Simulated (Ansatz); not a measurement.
One crystal and one scan (generalised stacking-fault energy along a line) at two levels, PBEsol (plane waves to 420 eV, PAW, scalar-relativistic; Ansatz, a program for electronic structure) and PBE (plane waves to 420 eV, PAW, scalar-relativistic; Ansatz), each from its own relaxed cell and on its own mesh. The cell shown is that of PBEsol.

CaF2 (fluorite) is sheared across one {100} plane: the third cell vector gains the shift, so faults repeat every 8.1 Å. The cut lies between planes 1.36 Å apart; the cell height is held.

```
CELL_PARAMETERS angstrom
      3.83277     0.00000     0.00000
      0.00000     3.83277     0.00000
      1.91639     1.91639     8.13054
ATOMIC_POSITIONS crystal
  Ca 0.00000 0.00000 0.91667
  Ca 0.33333 0.33333 0.25000
  Ca 0.66667 0.66667 0.58333
  F  0.91667 0.41667 0.08333
  F  0.25000 0.75000 0.41667
  F  0.58333 0.08333 0.75000
  F  0.41667 0.91667 0.08333
  F  0.75000 0.25000 0.41667
  F  0.08333 0.58333 0.75000
```

In-plane vectors a = (3.833, 0.000) Å, b = (0.000, 3.833) Å, area 14.69 Å². The shift is s times the vector a + b (length 5.420 Å), so s = 1 restores the start. Atoms relax along the normal only. γ = [E(shift) − E(0)] / area.

E is the zero-smearing estimate. CaF2 was relaxed with its symmetry unable to fall. The PAW data are Ansatz's earlier set. Faults lie only 8.1 Å apart, and holding the cell height raises γ above its relaxed value. Faults lie only 8.3 Å apart, and holding the cell height raises γ above its relaxed value. Percentages come from the unrounded values. Both scans cover s from 0.000 to 0.917.

Results of PBEsol:

* **Lattice constant a (Å)**: 5.420
* **Highest computed γ on the line (mJ/m²)**: 916
* **γ at the local minimum along the line, s = 0.500 (mJ/m²)**: 879
* **Steepest slope dγ/d(shift) before the first maximum (spline) (GPa)**: 7.6
* **Position of the highest point**: s = 0.417 and s = 0.583
* **Local minima between the ends**: s = 0.500

Task: What does PBE give for the same quantities?

Result: 
```csv
quantity,PBE,PBEsol − PBE
Lattice constant a (Å),5.511,-0.091 (-1.6 %)
Highest computed γ on the line (mJ/m²),862,+54 (+6.2 %)
"γ at the local minimum along the line, s = 0.500 (mJ/m²)",849,+30 (+3.6 %)
Steepest slope dγ/d(shift) before the first maximum (spline) (GPa),6.4,+1.2 (+19 %)
```

PBEsol gives the higher value for: highest computed γ on the line; γ at the local minimum along the line, s = 0.500; steepest slope dγ/d(shift) before the first maximum. PBEsol gives the lower value for: lattice constant a. Both give the same position of the highest point: s = 0.417 and s = 0.583.

(The slope of γ gives the shear force per area between the displaced halves; near zero shift its curvature is an elastic stiffness.)
